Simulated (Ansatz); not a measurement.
What does Ansatz print for the nuclei with this input?

The cell is a computed structure from the Materials Project (it need not be an observed phase), taken as it stands.

```yaml
crystal:
  lattice:
    - [0.0, 2.8750910496, 2.8750910496]
    - [2.8750910496, 0.0, 2.8750910496]
    - [2.8750910496, 2.8750910496, 0.0]
  atoms:
    - { symbol: Ga, position: [0.0, 0.0, 0.0] }
    - { symbol: As, position: [0.75, 0.75, 0.75] }
kpoints:
  mp_grid: { grid: [8, 8, 8] }
scf:
  occupations: { method: fermi_dirac, width: 0.02 }
hamiltonian:
  xc: pbe
  pseudopotentials: { kind: paw, frozen_core: stored }
output:
  forces: true
  stress: true
  populations: true
  efg: { quadrupole_moments_barn: { Ga: 0.107, As: 0.311 } }
```

```sh
ansatz run input.yaml --threads 1 --pin off --max-ram 3072MiB --backend cpu --events-out ev --progress --plain --runs-dir out
```

Of the output, the block on the nuclei alone is shown; the set-up, the SCF iterations, energies, forces and stress are cut.

```
--- PAW observables at the nuclei: V_zz in 10²¹ V/m², potentials from the cell's mean, atoms counted from 1 ---
  atom   1  Ga V_zz =    -0.000000   η = 0.0000   by run symmetry: forbidden   C_q = -0.0000 MHz
            electrostatic potential = -4130.079259 V   contact ρ = none
  atom   2  As V_zz =    +0.000000   η = 0.0000   by run symmetry: forbidden   C_q = +0.0000 MHz
            electrostatic potential = -4513.836739 V   contact ρ = none
```

The run took 1.7 s of wall time (1.6 s of CPU time) and 0.38 GiB at its peak, on 1 thread of AMD EPYC 9R14 (Zen 4) (x86_64; 16 cores open to the job, memory cap 3.0 GiB, no GPU), a shared host with a load of 0.3 a core.
